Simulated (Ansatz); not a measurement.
Structures of AlGa₃As₄: which is lowest?

Plane-wave DFT in Ansatz with scalar-relativistic PAW potentials, cutoff 420 eV, Γ-centred meshes chosen by cell and gap, Gaussian smearing with energies taken to zero width. Every cell was relaxed (cell and atoms) in a run of its own, within the symmetry of its start. Functional: PBEsol.

Relaxed structures (starts from databases or built by putting these elements on another compound's sites):
A. P3m1, 8 atoms in the computed cell, a = 3.992 Å, c = 13.154 Å; sites (symmetry × multiplicity) Al 3m. × 1, Ga 3m. × 1 + 3m. × 1 + 3m. × 1, As 3m. × 1 + 3m. × 1 + 3m. × 1 + 3m. × 1; start: built
B. P-43m, 8 atoms in the computed cell, a = 5.663 Å; sites (symmetry × multiplicity) Al -43m × 1, Ga -42.m × 3, As .3m × 4; start: built

Q: Rank them by energy. Could pressure change the order?

A:
| structure | group | E − E(lowest) (meV/atom) | V (Å³/atom) | gap on mesh (eV) |
| --- | --- | --- | --- | --- |
| B | P-43m | 0.0 | 22.70 | 0.75 |
| A | P3m1 | 7.4 | 22.69 | 0.59 |

B is lowest, 7 meV/atom under A. The two lowest differ in volume by under 3 %, too little for a first-order estimate of what pressure does to that pair (other pairs aren't weighed here); with rigid cells even 3 % in favour of the higher one would need about 2 GPa. Other structures may lie lower than all of these, and vibrations aren't counted.